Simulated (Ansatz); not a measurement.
Ansatz (a program for electronic structure) input:

Ansatz 0.2 input:
```yaml
crystal:
  lattice:
    - [0.0, 3.0499384965, 3.0499384965]
    - [3.0499384965, 0.0, 3.0499384965]
    - [3.0499384965, 3.0499384965, 0.0]
  atoms:
    - { symbol: Pd, position: [0.75, 0.75, 0.75], spin: 0.0 }
    - { symbol: Mn, position: [0.0, 0.0, 0.0], spin: 4.04 }
    - { symbol: Pd, position: [0.25, 0.25, 0.25], spin: 0.0 }
    - { symbol: Mn, position: [0.5, 0.5, 0.5], spin: -4.04 }
kpoints:
  mp_grid: { grid: [17, 17, 17] }
hamiltonian:
  xc: pbesol
  pseudopotentials: { kind: paw }
magnetization: { spin_polarized: true }
scf:
  occupations: { method: fermi_dirac, width: 0.1 }
elastic: { mode: relaxed_ion, stencil: two_point, amplitude: 0.005, f_tol: 0.0005 }
```

Output (shortened):

```
Pseudopotential: Pd, paw, valence charge 18
Pseudopotential: Mn, paw, valence charge 15
Functional definition: PBEsol
a single point of the input's cell can leave the moments in the input for a lower state (scf.lower_state_search) …
Crystal: 4 atoms, lattice volume = 56.742 Å³
Basis set: ecut = 420 eV, 1067 PW (Γ), exchange–correlation on 60×60×60 points (8 copies of the dense FFT grid, shifted against one another)
Bands: 45, of which v1, the nominal top of the filled ones, is band 33 counted from 1 (32 counted from 0)
Symmetry: 48 space group operations
Space group: Fm-3m (ITA 225), of the structure as read, at distance tolerance 3.8e-5 Å
k-points: 165 of 4913
Starting moments: Σ|m| = 8.08 μB on 2 of 4 sites
Starting magnetic order: antiferromagnet; a translation exchanges its spin sublattices: spin-degenerate at every k-point
SCF 1 converged in 11 iterations: F = -21551.276428 eV  dr2 = 3.29e-9
a single point of the input's cell can leave the moments in the input for a lower state (scf.lower_state_search) …
Crystal: 4 atoms, lattice volume = 56.742 Å³
Stability of the state it starts from, as read at its close in the collinear treatment …
Starting moments: Σ|m| = 8.08 μB on 2 of 4 sites; this step starts from the density that it was given
spin-down is spin-up translated by (0.5, 0.5, 0.5) …
spin=Collinear: Kerker preconditioning applied to the charge; magnetization (m = ρ↑ − ρ↓) channel mixes plain (no charge-response kernel on spin).
SCF 2 converged in 8 iterations: F = -21551.276428 eV  dr2 = 1.17e-14
Crystal: 4 atoms, lattice volume = 56.458 Å³
Symmetry: 16 space group operations
k-points: 405 of 4913
spin-down is spin-up translated by (0.5, 0.5, 0.5) …
spin=Collinear: Kerker preconditioning applied to the charge; magnetization (m = ρ↑ − ρ↓) channel mixes plain (no charge-response kernel on spin).
SCF 3 converged in 12 iterations: F = -21551.275915 eV  dr2 = 3.42e-14
Crystal: 4 atoms, lattice volume = 57.026 Å³
Basis set: ecut = 420 eV, 1107 PW (Γ), exchange–correlation on 60×60×60 points (8 copies of the dense FFT grid, shifted against one another)
spin-down is spin-up translated by (0.5, 0.5, 0.5) …
spin=Collinear: Kerker preconditioning applied to the charge; magnetization (m = ρ↑ − ρ↓) channel mixes plain (no charge-response kernel on spin).
SCF 4 converged in 10 iterations: F = -21551.276137 eV  dr2 = 3.10e-14
Crystal: 4 atoms, lattice volume = 56.741 Å³
Basis set: ecut = 420 eV, 1095 PW (Γ), exchange–correlation on 60×60×60 points (8 copies of the dense FFT grid, shifted against one another)
Symmetry: 8 space group operations
k-points: 729 of 4913
spin-down is spin-up translated by (0.5, 0.5, 0.5) …
spin=Collinear: Kerker preconditioning applied to the charge; magnetization (m = ρ↑ − ρ↓) channel mixes plain (no charge-response kernel on spin).
SCF 5 converged in 12 iterations: F = -21551.275978 eV  dr2 = 3.39e-14
relax step   1: F+E_penalty+E_count = -21551.27597762 eV  Δ(F+E_penalty+E_count) = +0.000e0 eV  max|allowed force component| = 0.0 eV/Å  Δτ_max = 0.0000 Å  (12 SCF iters, accepted)
Crystal: 4 atoms, lattice volume = 56.741 Å³
spin-down is spin-up translated by (0.5, 0.5, 0.5) …
spin=Collinear: Kerker preconditioning applied to the charge; magnetization (m = ρ↑ − ρ↓) channel mixes plain (no charge-response kernel on spin).
SCF 6 converged in 2 iterations: F = -21551.275978 eV  dr2 = 1.20e-15
Crystal: 4 atoms, lattice volume = 56.741 Å³
spin-down is spin-up translated by (0.5, 0.5, 0.5) …
spin=Collinear: Kerker preconditioning applied to the charge; magnetization (m = ρ↑ − ρ↓) channel mixes plain (no charge-response kernel on spin).
SCF 7 converged in 12 iterations: F = -21551.275978 eV  dr2 = 3.31e-14
relax step   1: F+E_penalty+E_count = -21551.27597762 eV  Δ(F+E_penalty+E_count) = +0.000e0 eV  max|allowed force component| = 0.0 eV/Å  Δτ_max = 0.0000 Å  (12 SCF iters, accepted)
Crystal: 4 atoms, lattice volume = 56.741 Å³
spin-down is spin-up translated by (0.5, 0.5, 0.5) …
spin=Collinear: Kerker preconditioning applied to the charge; magnetization (m = ρ↑ − ρ↓) channel mixes plain (no charge-response kernel on spin).
SCF 8 converged in 2 iterations: F = -21551.275978 eV  dr2 = 1.17e-15
SCF converged after 8 iterations
Magnetization: 0.0000 μB (33.0000 up, 33.0000 down)
Absolute magnetization: 7.9949 μB (∫|ρ↑−ρ↓|, with the PAW one-centre terms)
Spin contamination: 4.1476 ħ² per cell (⟨S²⟩ above its minimum at these occupations)
Per-site moments (μB) at R_I (Å): [(1.4041256904144834e-16, 1.0895462399040101), (3.739441924951832, 1.0895462399040101), (-2.392573644550722e-16, 1.0895462399040103), (-3.739441924951831, 1.0895462399040101)]
Free energy (F): -21551.276428 eV
Harris-Foulkes:  -21551.276428 eV  (|F-HF|=3.64e-12)
Internal energy: -21551.192301 eV  (E = F + TS)
E sigma→0 (E₀):  -21551.234364 eV
Entropy (-TS):   -0.084127 eV (-21.032 meV/atom)
Fermi energy:    18.419232 eV
--- Per-component energies (eV) ---
  E_band       = -730.907216
  E_kinetic    = 1631.392933
  E_local      = -7162.599151  (includes V_loc(G=0)·N_el)
  E_nonlocal   = 933.993711
  E_hartree    = 2920.079447
  E_xc         = -560.209918
  E_vxc        = -711.303367  (∫ρ·V_xc dr)
  E_paw        = -9916.018594  (= ΣΔE_a)
  E_vpaw       = -1262.550684  (= ΣTr[D̂ρ^β])
  E_aug_tail   = 0.000451  (compensation charges beyond the density's cutoff)
  E_ewald      = -9398.775528
  E_core_change = 0.944349  (= ΣΔE_core)
  E_smearing   = -0.084127  (= −TS)
  E_closure    = 0.000000  (closes the sum)
  Σ components = -21551.276428   (vs F -21551.276428, Δ=0.00e0)
--- Forces (eV/Å), atoms counted from 1 ---
  atom   1  Pd     0.00000000     0.00000000     0.00000000
  atom   2  Mn     0.00000000     0.00000000     0.00000000
  atom   3  Pd     0.00000000     0.00000000     0.00000000
  atom   4  Mn     0.00000000     0.00000000     0.00000000
  max |Σ_I F_I| component: 0.0 eV/Å
--- Stress (GPa, compression-positive) ---
        0.060491       0.000000       0.000000
        0.000000       0.060491       0.000000
        0.000000       0.000000       0.060491
  P = ⅓ Tr σ = 0.0605 GPa (0.605 kbar)
--- Band table (eV; the first three rows and the last of 330) ---
  k-point 0 ↑: bands = ["-66.4103", "-66.3968", "-62.5325", "-58.4952", "-32.1841", "-32.1841", "-32.1841", "-32.1397", "-32.1397", "-32.1397", "-31.3874", "-31.3874", "-31.3874", "-27.4329", "-27.4329", "-27.4329", "10.2217", "12.9927", "12.9927", "13.7311", …
  k-point 1 ↑: bands = ["-66.4102", "-66.3969", "-62.5325", "-58.4952", "-32.1846", "-32.1838", "-32.1838", "-32.1402", "-32.1402", "-32.1391", "-31.3876", "-31.3872", "-31.3872", "-27.4330", "-27.4329", "-27.4329", "10.2710", "13.0159", "13.0159", "13.7089", …
  k-point 2 ↑: bands = ["-66.4098", "-66.3972", "-62.5325", "-58.4953", "-32.1858", "-32.1832", "-32.1832", "-32.1414", "-32.1414", "-32.1376", "-31.3880", "-31.3867", "-31.3867", "-27.4331", "-27.4328", "-27.4328", "10.4175", "13.0845", "13.0845", "13.6538", …
  k-point 164 ↓: bands = ["-66.4035", "-66.4030", "-62.5329", "-58.4955", "-32.2153", "-32.1973", "-32.1730", "-32.1642", "-32.1168", "-32.1167", "-31.3896", "-31.3874", "-31.3776", "-27.4336", "-27.4331", "-27.4308", "13.1270", "13.1785", "13.2904", …
--- Elastic constants: 2 strain directions × 2 members + reference (group order 48) ---
  dense FFT box of the reference and of every strained cell: 30×30×30
  strains applied: 11, 23; error gains: componentwise 1.00 (the most a stress slope's error grows in a printed constant), spectral 1.73 (1 for all six strains …
  C = ∂σ_k/∂η_j (tension-positive GPa; Voigt order 11 22 33 23 13 12):
        91.082    179.300    179.300      0.000      0.000      0.000
       179.300     91.082    179.300      0.000      0.000      0.000
       179.300    179.300     91.082      0.000      0.000      0.000
         0.000      0.000      0.000    101.765      0.000      0.000
         0.000      0.000      0.000      0.000    101.765      0.000
         0.000      0.000      0.000      0.000      0.000    101.765
  reference stress σ⁰ (GPa):     -0.060     -0.060     -0.060      0.000      0.000      0.000
  moduli (Voigt/Reuss/Hill, GPa): K = 149.89/149.89/149.89   G = 43.42/-315.22/-135.90   E = -584.28   ν = 1.150
  mechanically stable: NO (min eigenvalue of sym C = -88.22 GPa)
  strain η (Voigt 11):  stress-route row diagonal C_11 = 91.08 GPa, energy-path curvature d²(F+E_count+ΔE)/dδ²/Ω₀ = 90.88 GPa
         δ    σ_11 (GPa)             F (eV)   n_scf  n_hpsi   n_pw
    -5.000e-3      -0.5259      -21551.2759148      12  368427   1123   relax 0 steps, max|allowed force component| 0.0 eV/Å
     5.000e-3       0.3849      -21551.2761366      10  312782   1129   relax 0 steps, max|allowed force component| 0.0 eV/Å
  strain η (Voigt 23):  stress-route row diagonal C_44 = 101.76 GPa, energy-path curvature d²(F+E_count+ΔE)/dδ²/Ω₀ = 101.81 GPa
         δ    σ_23 (GPa)             F (eV)   n_scf  n_hpsi   n_pw
    -5.000e-3      -0.5088      -21551.2759776       2  232649   1126   relax 1 steps, max|allowed force component| 0.0 eV/Å
     5.000e-3       0.5088      -21551.2759776       2  232796   1126   relax 1 steps, max|allowed force component| 0.0 eV/Å
```

Cost: about 9 core-minutes (a rough figure) on shared cores.

Space group Pm-3m (CsCl type). The workflow started from an entry of the Crystallography Open Database (COD), which files this formula under 2 space groups. Whether it is the stable phase at ambient conditions was not checked. The cell was relaxed with PBEsol under the symmetry of its start, as lowered by the spin order. At this level the phase is mechanically unstable. Spin order of the final state: antiferromagnetic, chosen from 4 collinear starts compared on coarse meshes (ties went to the first, and starts can fall back to one state), not a proven ground state. The volume moved by 39 % from the start of the relaxation. As this level gives no gap, shear constants depend on the k-mesh and smearing (Fermi–Dirac, 0.1 eV here). Point labels and valley counts follow the cell and symmetry of the run, lower than the named group. Scalar-relativistic: spin–orbit coupling is off unless named, which matters more the heavier the elements.

Potentials: the later of the program's two PAW sets.

Ansatz is a plane-wave DFT program.
